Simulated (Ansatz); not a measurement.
The elements of this relaxed trial crystal are hidden behind letters.

```
lattice vectors (Å)
   3.2157    0.0000    0.0000
   0.0000    3.2157    0.0000
   0.0000    0.0000    6.7170
fractional positions
X 0.5000 0.0000 0.6856
X 0.0000 0.5000 0.3144
Z 0.0000 0.0000 0.0000
Q 0.5000 0.5000 0.5000
```

All numbers below come from Ansatz, DFT PBE, scalar-relativistic, plane waves, PAW. Plane waves to 420 eV, a 14×14×8 mesh through Γ for the 4-atom cell and 0.10 eV Gaussian smearing; no spin polarisation.

```
Space group                                : P-4m2 (No. 115)
Conventional cell                          : a = 3.216 Å, c = 6.717 Å
Volume per atom                            : 17.36 Å³
Density                                    : 3.88 g/cm³
Energy over the elements                   : −0.03 eV/atom
Gap on the 14×14×8 mesh of the 4-atom cell : 0 eV (a metal)
```

Energies are uncorrected and count from the elements' standard states at the same level.

**Question.** X is an s-block element of period 2, Z is a d-block element of period 5 and Q is a p-block element of period 3. Which elements are they?

**Answer.** X = Be, Z = Cd, Q = S, so the formula is Be2CdS. Density times volume gives a mean mass of 3.88 × 17.36/1.6605 = 40.6 u per atom, and this set has 40.6 u. Among the elements that the hints allow, noble gases aside, only these give it. Around Be lie 2 S at 2.03 Å and 2 Cd at 2.65 Å; Cd has 4 Be at 2.65 Å and 4 Cd at 3.22 Å; S is surrounded by 4 Be at 2.03 Å.

A structure relaxed within its symmetry needn't be a true minimum.
